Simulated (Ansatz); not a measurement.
CaClF (space group P4/nmm)

```
CaClF
1.0
    3.78050     0.00000     0.00000
    0.00000     3.78050     0.00000
    0.00000     0.00000     6.63536
Ca Cl F
2 2 2
Direct
  0.00000   0.50000   0.80365
  0.50000   0.00000   0.19635
  0.50000   0.00000   0.64269
  0.00000   0.50000   0.35731
  0.50000   0.50000   0.00000
  0.00000   0.00000   0.00000
```

The slice is a (010) plane (indices of the conventional cell) through the point (0.000, 0.500, 0.804) (fractional), spanned by u = [100] and v = [001] in vectors of this cell: u (3.78 Å) and v (6.64 Å, at 90° to u). It covers one period; positions are fractions (u, v).

Level of theory: LDA (plane waves to 420 eV, PAW, scalar-relativistic; Ansatz, a program for electronic structure). k mesh 9×9×5. These are valence fields of a PAW run, semicore shells included where kept as valence: close to a nucleus they are smooth pseudo fields. CaClF was relaxed with its symmetry unable to fall.

Question: Sketch the electrostatic potential energy of an electron, from the cell's mean on this plane as a map.

Answer: 
```
|xxxxxx  ==****==  xxxx|
|xxxxxx  ++####++  xxxx|
|xx    ==##%%%%##==    |
|::--++##%%@@@@%%##++--|
|++**##%%@@@@@@@@%%##**|
|xx::**%%@@@@@@@@%%**::|
|xxxxxx**@@@@@@@@**xxxx|
|xxxxxx--%%@@@@%%--xxxx|
|xxxxxx::##%%%%##::xxxx|
|xxxxxx--########--xxxx|
|xxxxxx**########**xxxx|
|..--**############**--|
|%%%%%%%%%%####%%%%%%%%|
|%%%%%%%%xxxxxxxx%%%%%%|
|######xxxxxxxxxxxx####|
|--==++xxxxxxxxxxxx++==|
|xx  ..xxxxxxxxxxxx..  |
|xxxxxx..xxxxxxxx..xxxx|
|xxxxxx  ==xxxx==  xxxx|
|xxxxxx  --****--  xxxx|
```
Scale: ten equal steps from 1.00 (start of ' ') to 9.02 (end of '@'), in the order ' .:-=+*#%@'. Values: electrostatic potential energy of an electron, from the cell's mean, in eV. The map has 11 points along u (two characters each, u = 0 at the left) and 20 along v (v = 0 in the bottom row). Points within 1 Å of a nucleus are blanked (x), as the pseudised field means little there. Values under 1 eV are set to 1. The zero, the cell's mean, hangs on the PAW cores.
